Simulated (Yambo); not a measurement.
Yambo run on a free-standing LuBrO monolayer (symmetry P4/nmm, slab cell 20.0 Å high). The wavefunctions are norm-conserving PBEsol (Quantum ESPRESSO, 100 Ry, scalar-relativistic) ones on a 4×4×1 mesh (38 occupied bands); a = 3.7189 Å, b = 3.7189 Å, c = 20.0000 Å, α = 90.00°, β = 90.00°, γ = 90.00°.

Yambo input:

```
rim_cut
HF_and_locXC
RandQpts= 1000000
RandGvec= 2 Ry
CUTGeo= "slab z"
EXXRLvcs= 100 Ry
VXCRLvcs= 400 Ry
% QPkrange
 1 | 1 | 38 | 39 |
 3 | 3 | 38 | 39 |
 6 | 6 | 38 | 39 |
%
```

k points by index: 1 = Γ, 3 = X, 6 = M.

The o-*.hf file then holds:

```
#    K-point    Band    Eo [eV]    Ehf [eV]    Vxc [eV]    Vnlxc [eV]
#
    1    38    0.000000    -4.290989    -18.04851    -22.33950
    1    39    4.339399    8.692762    -10.17319    -5.819828
    3    38    -0.220097    -3.731265    -14.43867    -17.94983
    3    39    5.763199    10.10286    -12.13684    -7.797184
    6    38    -0.439496    -5.016286    -23.24375    -27.82054
    6    39    4.963581    9.117753    -10.17858    -6.024408
```
Exchange alone, without screening.

Spin-orbit coupling is not included.

Geometry relaxed with PBEsol.

This is a model layer cut from the bulk structure; whether it is stable on its own was not checked.
